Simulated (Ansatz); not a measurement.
An Ansatz (a program for electronic structure) run. Input:

Ansatz 0.2 input:
```yaml
crystal:
  lattice:
    - [3.13929247, 0.0, 0.0]
    - [0.0, 3.13929247, 0.0]
    - [0.0, 0.0, 3.13929247]
  atoms:
    - { symbol: Nb, position: [0.0, 0.0, 0.0] }
    - { symbol: Ru, position: [0.5, 0.5, 0.5] }
kpoints:
  mp_grid: { grid: [13, 13, 13] }
hamiltonian:
  xc: pbesol
  pseudopotentials: { kind: paw }
scf:
  occupations: { method: fermi_dirac, width: 0.1 }
phonons:
  method: dfpt
  response_accuracy: low
  eigenvectors: true
  rigid_motions: translations
```

Output (shortened):

```
Pseudopotential: Nb, paw, valence charge 13
Pseudopotential: Ru, paw, valence charge 16
Functional definition: PBEsol
Crystal: 2 atoms, lattice volume = 30.938 Å³
Basis set: ecut = 420 eV, 619 PW (Γ), exchange–correlation on 48×48×48 points (8 copies of the dense FFT grid, shifted against one another)
Bands: 19, of which v1, the nominal top of the filled ones, is band 15 counted from 1 (14 counted from 0)
Symmetry: 48 space group operations
k-points: 196 of 2197 (irreducible under 8 space group operations, time reversal used)
SCF iter   1: F=—  HF=-10312.302925 eV  |F-HF|=—  |Δ(HF+E_count)|=         —  Δρ=9.16e-3  dr2=2.95e-2  ethr=1.77e-3  ⟨swp⟩=5.0  Hψ=15169  notcnv=0
preconditioner: auto → none
SCF iter   2: F=—  HF=-10312.300464 eV  |F-HF|=—  |Δ(HF+E_count)|=   2.46e-3  Δρ=4.95e-3  dr2=9.69e-3  ethr=1.02e-4  ⟨swp⟩=1.2  Hψ=5329  notcnv=0
SCF iter   3: F=—  HF=-10312.299162 eV  |F-HF|=—  |Δ(HF+E_count)|=   1.30e-3  Δρ=5.95e-4  dr2=1.10e-4  ethr=3.34e-5  ⟨swp⟩=1.9  Hψ=5839  notcnv=0
SCF iter   4: F=—  HF=-10312.299156 eV  |F-HF|=—  |Δ(HF+E_count)|=   5.99e-6  Δρ=1.28e-4  dr2=2.98e-6  ethr=3.79e-7  ⟨swp⟩=2.0  Hψ=5375  notcnv=0
SCF iter   5: F=—  HF=-10312.299156 eV  |F-HF|=—  |Δ(HF+E_count)|=   1.71e-7  Δρ=1.23e-5  dr2=4.43e-8  ethr=1.03e-8  ⟨swp⟩=2.4  Hψ=6397  notcnv=0
SCF iter   6: F=—  HF=-10312.299156 eV  |F-HF|=—  |Δ(HF+E_count)|=   4.92e-9  Δρ=1.92e-6  dr2=1.26e-9  ethr=1.53e-10  ⟨swp⟩=2.2  Hψ=6452  notcnv=0
SCF iter   7: F=—  HF=-10312.299156 eV  |F-HF|=—  |Δ(HF+E_count)|=  1.15e-10  Δρ=3.13e-7  dr2=3.74e-11  ethr=4.36e-12  ⟨swp⟩=1.5  Hψ=4392  notcnv=0
SCF iter   8: F=-10312.299156 eV  HF=-10312.299156 eV  |F-HF|=3.64e-12  |Δ(HF+E_count)|=  3.64e-12  Δρ=6.69e-8  dr2=1.85e-12  ethr=1.00e-12  ⟨swp⟩=4.9  Hψ=14270  notcnv=0
SCF 1 converged in 8 iterations: F = -10312.299156 eV  dr2 = 1.85e-12
DFPT response loops at Γ: preconditioner auto → Kerker (q_TF=auto, 2.699 Å⁻¹) (partly filled bands, converged f_vac=0.000) …
SCF converged after 8 iterations
Free energy (F): -10312.299156 eV
Harris-Foulkes:  -10312.299156 eV  (|F-HF|=3.64e-12)
Internal energy: -10312.204899 eV  (E = F + TS)
E sigma→0 (E₀):  -10312.252027 eV
Entropy (-TS):   -0.094257 eV (-47.128 meV/atom)
Fermi energy:    21.391384 eV
--- Per-component energies (eV) ---
  E_band       = -127.736314
  E_kinetic    = 911.296790
  E_local      = -2033.045719  (includes V_loc(G=0)·N_el)
  E_nonlocal   = 465.855755
  E_hartree    = 656.091784
  E_xc         = -364.783472
  E_vxc        = -452.245907  (∫ρ·V_xc dr)
  E_paw        = -6417.388582  (= ΣΔE_a)
  E_vpaw       = -331.780650  (= ΣTr[D̂ρ^β])
  E_aug_tail   = -0.000187  (compensation charges beyond the density's cutoff)
  E_ewald      = -3530.673273
  E_core_change = 0.442005  (= ΣΔE_core)
  E_smearing   = -0.094257  (= −TS)
  E_closure    = 0.000000  (closes the sum)
  Σ components = -10312.299156   (vs F -10312.299156, Δ=0.00e0)
  [band-id]    e_kinetic+e_local+e_nonlocal+2·e_hartree+e_vxc+e_vpaw+e_augmentation_tail = -127.736350   (vs E_band -127.736314, Δ=-3.68e-5)
--- Band table (eV; the first three rows and the last of 196) ---
  k-point 0: bands = ["-51.6609", "-34.0102", "-21.6595", "-21.6595", "-21.6595", "-9.9088", "-9.9088", "-9.9088", "13.6641", "15.4241", "15.4241", "19.0259", "19.0259", "19.0259", "22.2759", "22.2759", "25.0035", "25.0035", "25.0035"]
  k-point 1: bands = ["-51.6604", "-34.0085", "-21.6652", "-21.6585", "-21.6585", "-9.9359", "-9.9086", "-9.9086", "13.7959", "15.4894", "15.5332", "19.0162", "19.0162", "19.0703", "22.1235", "22.3317", "24.6332", "24.6332", "24.9119"]
  k-point 2: bands = ["-51.6590", "-34.0041", "-21.6810", "-21.6557", "-21.6557", "-10.0104", "-9.9078", "-9.9078", "14.1779", "15.6833", "15.8414", "18.9958", "18.9958", "19.1995", "21.6966", "22.4861", "23.8213", "23.8213", "24.6542"]
  k-point 195: bands = ["-51.6363", "-33.9056", "-21.7502", "-21.7496", "-21.7496", "-10.2713", "-10.2713", "-10.2686", "17.6140", "17.8015", "17.8015", "18.4587", "18.4587", "18.5660", "21.2790", "21.2790", "24.8618", "24.8618", "28.8247"]
--- Phonons (Γ-DFPT): 2 representative perturbations + reference, on 196 of 2197 k-points (Σ response iterations 6) ---
  ASR residual: 1.672e-3 → 0.000e0 eV/Å²; symmetrization residual: 1.857e-4 eV/Å²
  ASR residual per site (eV/Å²): 8.36e-4 1.67e-3
  Γ frequencies (cm⁻¹): 0.00 0.00 0.00 135.18 135.18 135.18
  non-analytic LO–TO correction: not included (Born effective charges unavailable; polar crystals: no LO–TO splitting at Γ)
```

Cost: around 40 core-seconds (rough) on shared cores.

Space group Pm-3m (CsCl type). The workflow started from a Materials Project entry (that database holds measured and hypothetical structures alike); the Crystallography Open Database files this formula in space group No. 221, but the cells were not matched. Its standing as an ambient phase is unchecked. The cell was relaxed with PBEsol under the symmetry of its start. At this level the phase is mechanically unstable. No spin polarisation was allowed. As this level gives no gap, phonon frequencies hold no LO–TO term and depend on the k-mesh and smearing (Fermi–Dirac, 0.1 eV here). Spin–orbit coupling is left out wherever it is not named.

Potentials: the later of the program's two PAW sets.

Ansatz is a plane-wave DFT program.
